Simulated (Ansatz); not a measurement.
Structure relaxation, Li

The start is a relaxed Li cell displaced along its unstable phonon at q = (½, 0, 0) of its primitive reciprocal cell (129i cm⁻¹), largest move 0.15 Å. Cell shape, volume and atoms are optimised at zero target pressure with PBEsol (plane waves to 420 eV, PAW, scalar-relativistic; Ansatz, a first-principles code). The first steps use a coarse 6×12×12 k-mesh.

Starting cell:
```
Li
1.0
    5.45804     0.00000     0.00000
    0.00000     2.72902     0.00000
    0.00000     0.00000     2.72902
Li
2
Direct
  0.00000   0.00000   0.94504
  0.50000   0.00000   0.05496
```

Question: Which atoms feel the largest initial force, and how large is it?

Answer: 0.06 eV/Å, on Li1, Li2 (atoms numbered as listed).

Question: How does the volume per atom move from start to end?

Answer: -0.4 %, from 20.32 to 20.25 Å³/atom.

Question: How do the shortest distances between atoms change?

Answer: The closest pairs of elements (up to four, under 3.6 Å), start → end: Li–Li 2.73 → 2.71 Å.

Question: Is the relaxed structure metallic? Give its gap.

Answer: Zero (metallic).

Question: Give the final cell and atomic positions.

Answer: 
```cif
data_Li
_chemical_formula_sum 'Li1'
_space_group_name_H-M_alt 'P6/mmm'
_space_group_IT_number 191
_space_group_name_Hall '-P 6 2'
_cell_length_a 2.93701
_cell_length_b 2.93701
_cell_length_c 2.71036
_cell_angle_alpha 90.000
_cell_angle_beta 90.000
_cell_angle_gamma 120.000
loop_
_atom_site_label
_atom_site_type_symbol
_atom_site_symmetry_multiplicity
_atom_site_Wyckoff_symbol
_atom_site_fract_x
_atom_site_fract_y
_atom_site_fract_z
_atom_site_occupancy
Li1 Li 1 a 0.00000 0.00000 0.00000 1
```

Final values are on a 18×18×17 k-mesh of the relaxed cell. No spin polarisation in the result.

The run could not lose the symmetry of its start, so the end can be a saddle point.

The relaxed structure here is a generated cell of Li: the first start was made by placing the elements on the sites of a structure type, and the end was not matched to a known phase here, so it may be hypothetical. Known forms of Li include space group No. 229.
